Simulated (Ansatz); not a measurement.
Input file for Ansatz (an electronic-structure program):

Ansatz 0.2 input:
```yaml
crystal:
  lattice:
    - [0.0, 2.1550703781, 2.1550703781]
    - [2.1550703781, 0.0, 2.1550703781]
    - [2.1550703781, 2.1550703781, 0.0]
  atoms:
    - { symbol: Li, position: [0.0, 0.0, 0.0] }
    - { symbol: F, position: [0.25, 0.25, 0.25] }
kpoints:
  mp_grid: { grid: [11, 11, 11] }
hamiltonian:
  xc: pbesol
  pseudopotentials: { azcp: { folder: ./paw }, kind: paw }
scf:
  occupations: { method: fixed }
dielectric: { raman: true }
```

Output (shortened):

```
Pseudopotential: Li, paw, valence charge 3
Pseudopotential: F, paw, valence charge 7
Functional definition: PBEsol
Crystal: 2 atoms, lattice volume = 20.018 Å³
Basis set: ecut = 420 eV, 387 PW (Γ), exchange–correlation on 48×48×48 points (8 copies of the dense FFT grid, shifted against one another)
Bands: 9, of which v1, the nominal top of the filled ones, is band 5 counted from 1 (4 counted from 0)
Symmetry: 24 space group operations
k-points: 216 of 1331 (irreducible under 4 space group operations, time reversal used)
SCF iter   1: F=—  HF=-1006.428290 eV  |F-HF|=—  |Δ(HF+E_count)|=         —  Δρ=5.70e-2  dr2=4.24e-1  ethr=3.10e-3  ⟨swp⟩=3.9  Hψ=11484  notcnv=0  defer=365
preconditioner: auto → none
SCF iter   2: F=—  HF=-1006.468224 eV  |F-HF|=—  |Δ(HF+E_count)|=   3.99e-2  Δρ=2.76e-2  dr2=1.03e-1  ethr=3.10e-3  ⟨swp⟩=2.0  Hψ=4148  notcnv=0  defer=388
SCF iter   3: F=—  HF=-1006.509369 eV  |F-HF|=—  |Δ(HF+E_count)|=   4.11e-2  Δρ=2.15e-2  dr2=4.94e-2  ethr=1.03e-3  ⟨swp⟩=2.0  Hψ=3257  notcnv=0  defer=415
SCF iter   4: F=—  HF=-1006.494960 eV  |F-HF|=—  |Δ(HF+E_count)|=   1.44e-2  Δρ=1.08e-3  dr2=1.93e-4  ethr=4.94e-4  ⟨swp⟩=2.1  Hψ=2937  notcnv=0  defer=426
SCF iter   5: F=—  HF=-1006.495167 eV  |F-HF|=—  |Δ(HF+E_count)|=   2.08e-4  Δρ=1.63e-4  dr2=4.45e-6  ethr=1.93e-6  ⟨swp⟩=2.0  Hψ=3462  notcnv=0  defer=426
SCF iter   6: F=—  HF=-1006.495167 eV  |F-HF|=—  |Δ(HF+E_count)|=   3.83e-7  Δρ=2.01e-5  dr2=5.45e-8  ethr=4.45e-8  ⟨swp⟩=2.0  Hψ=3024  notcnv=0
SCF iter   7: F=—  HF=-1006.495166 eV  |F-HF|=—  |Δ(HF+E_count)|=   5.57e-7  Δρ=1.63e-6  dr2=2.21e-10  ethr=5.45e-10  ⟨swp⟩=2.0  Hψ=2592  notcnv=0
SCF iter   8: F=-1006.495166 eV  HF=-1006.495166 eV  |F-HF|=5.68e-13  |Δ(HF+E_count)|=  3.65e-10  Δρ=5.86e-8  dr2=2.48e-13  ethr=1.00e-12  ⟨swp⟩=3.0  Hψ=6794  notcnv=0
SCF 1 converged in 8 iterations: F = -1006.495166 eV  dr2 = 2.48e-13
NSCF: frozen V_eff on 6 k-points
DFPT response loops at Γ: preconditioner auto → none (the input reference at scf.mixing.eps_inf says where Resta's filter doesn't serve); β = 0.50 …
── the response to a field inside a basis, on 12×12×12 k-points: an SCF that follows is theirs, and a resumed run solves both again ──
Crystal: 2 atoms, lattice volume = 20.018 Å³
Bands: 6, of which v1, the nominal top of the filled ones, is band 5 counted from 1 (4 counted from 0)
k-points: 182 of 1728 (irreducible under 6 space group operations, time reversal used)
SCF iter   1: F=—  HF=-1006.496260 eV  |F-HF|=—  |Δ(HF+E_count)|=         —  Δρ=5.18e-4  dr2=8.53e-6  ethr=1.00e-1
preconditioner: auto → none
SCF iter   2: F=—  HF=-1006.496260 eV  |F-HF|=—  |Δ(HF+E_count)|=   5.56e-7  Δρ=2.02e-4  dr2=2.70e-6  ethr=8.53e-8
SCF iter   3: F=—  HF=-1006.496261 eV  |F-HF|=—  |Δ(HF+E_count)|=   4.13e-7  Δρ=1.10e-4  dr2=3.83e-7  ethr=2.70e-8
SCF iter   4: F=—  HF=-1006.496261 eV  |F-HF|=—  |Δ(HF+E_count)|=   1.45e-7  Δρ=5.61e-6  dr2=2.04e-9  ethr=3.83e-9
SCF iter   5: F=-1006.496261 eV  HF=-1006.496261 eV  |F-HF|=2.39e-12  |Δ(HF+E_count)|=   3.11e-9  Δρ=1.29e-7  dr2=2.46e-12  ethr=2.04e-11
SCF 1 converged in 5 iterations: F = -1006.496261 eV  dr2 = 2.46e-12
DFPT response loops at Γ: mixed as the last ones told, above
DFPT response loops at Γ: mixed as the last ones told, above
DFPT response loops at Γ: mixed as the last ones told, above
SCF converged after 8 iterations
Free energy (F): -1006.495166 eV
Harris-Foulkes:  -1006.495166 eV  (|F-HF|=5.68e-13)
Internal energy: -1006.495166 eV  (E = F + TS)
E sigma→0 (E₀):  -1006.495166 eV
Fermi energy:    -1.061161 eV
--- Per-component energies (eV) ---
  E_band       = -132.859568
  E_kinetic    = 215.419365
  E_local      = -749.878640  (includes V_loc(G=0)·N_el)
  E_nonlocal   = 68.307696
  E_hartree    = 266.613417
  E_xc         = -85.555526
  E_vxc        = -110.478695  (∫ρ·V_xc dr)
  E_paw        = -220.976056  (= ΣΔE_a)
  E_vpaw       = -89.457004  (= ΣTr[D̂ρ^β])
  E_aug_tail   = 0.000879  (compensation charges beyond the density's cutoff)
  E_ewald      = -500.468744
  E_core_change = 0.042443  (= ΣΔE_core)
  E_smearing   =  0.000000  (= −TS)
  E_closure    = 0.000000  (closes the sum)
  Σ components = -1006.495166   (vs F -1006.495166, Δ=0.00e0)
  [band-id]    e_kinetic+e_local+e_nonlocal+2·e_hartree+e_vxc+e_vpaw+e_augmentation_tail = -132.859565   (vs E_band -132.859568, Δ=2.87e-6)
--- Band table (eV; the first three rows and the last of 216) ---
  k-point 0: bands = ["-40.7598", "-20.2503", "-1.0612", "-1.0612", "-1.0612", "6.6167", "18.2104", "18.2104", "18.2104"]
  k-point 1: bands = ["-40.7567", "-20.2368", "-1.2467", "-1.0826", "-1.0826", "6.8538", "18.0141", "18.2594", "18.2594"]
  k-point 2: bands = ["-40.7484", "-20.2003", "-1.7144", "-1.1393", "-1.1393", "7.5063", "17.3181", "18.3212", "18.3212"]
  k-point 215: bands = ["-40.7175", "-20.0584", "-2.6824", "-1.8170", "-1.3891", "10.5305", "13.6576", "17.5796", "18.3625"]
--- Dielectric response (ions clamped): 1 representative field direction + reference, on 216 of 1331 k-points (Σ response iterations 6) ---
  ε∞ (high-frequency dielectric tensor):
        1.904247     0.000000     0.000000
        0.000000     1.904247     0.000000
        0.000000     0.000000     1.904247
  Born effective charges Z* (e; rows j = field, columns β = displacement):
    site 0:
         0.98382    0.00000    0.00000
         0.00000    0.98382    0.00000
         0.00000    0.00000    0.98382
    site 1:
        -0.98382    0.00000    0.00000
         0.00000   -0.98382    0.00000
         0.00000    0.00000   -0.98382
  Z* charge neutrality: 2.514e-7 e pre-enforcement
  k-mesh period / interband length: 33.5 Å / 0.77 Å = 43.67 at k = (0.0000, 0.0000, 0.0000), direct gap 7.678 eV — 14 or more, which is no proof of convergence
  Raman tensors (in the event stream and the table raman_tensors.tsv) …
```

Cost: about 110 core-seconds (a rough figure) on shared cores.

Space group F-43m (zinc blende). The start of the workflow was typed in or built on a structure type; neither database checked (COD, Materials Project) lists it. It is not the phase usual at ambient conditions (space group No. 225). The cell was relaxed with PBEsol under the symmetry of its start; its stability against distortions is not shown here.

Potentials: the earlier of the program's two PAW sets. The files were generated under PBE; for other functionals the program regenerates the frozen cores, and for LDA and PBEsol the local potential too.

Ansatz is a plane-wave DFT program.
